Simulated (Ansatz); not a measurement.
IrW (L1₀ or tetragonal B2, P4/mmm), plane-wave PAW PBEsol (Ansatz code), all energies at zero smearing, with the estimated change up to a 700 eV cutoff added, with one set of potentials and settings (totals compare only within such a set). Cell of 2 atoms (1 Ir, 1 W): -22058.630 eV.

```json
[
 {"element": "Ir", "reference phase": "Fm-3m, 1 atoms in the cell", "E (eV/atom)": "-11800.4472"},
 {"element": "W", "reference phase": "Im-3m, 1 atoms in the cell", "E (eV/atom)": "-10257.5790"}
]
```

Formation energy per atom, worked out: (-22058.630 − 1×(-11800.4472) − 1×(-10257.5790))/2 = -0.302 eV/atom (-29 kJ per mol of atoms), at 0 K, without zero-point energy or fitted corrections.

The start of the workflow was typed in or built on a structure type; neither database checked (COD, Materials Project) lists it. COD files the formula under space group No. 51. Its standing as an ambient phase is unchecked. Symmetry was held in the PBEsol relaxation; whether a distortion lowers the energy is not shown. The run is not spin-polarised. The references are the lowest solids computed at this level, not always the standard phases. Spin–orbit coupling is left out wherever it is not named.

Potentials: the earlier of the program's two PAW sets. The files were generated under PBE; for other functionals the program regenerates the frozen cores, and for LDA and PBEsol the local potential too.
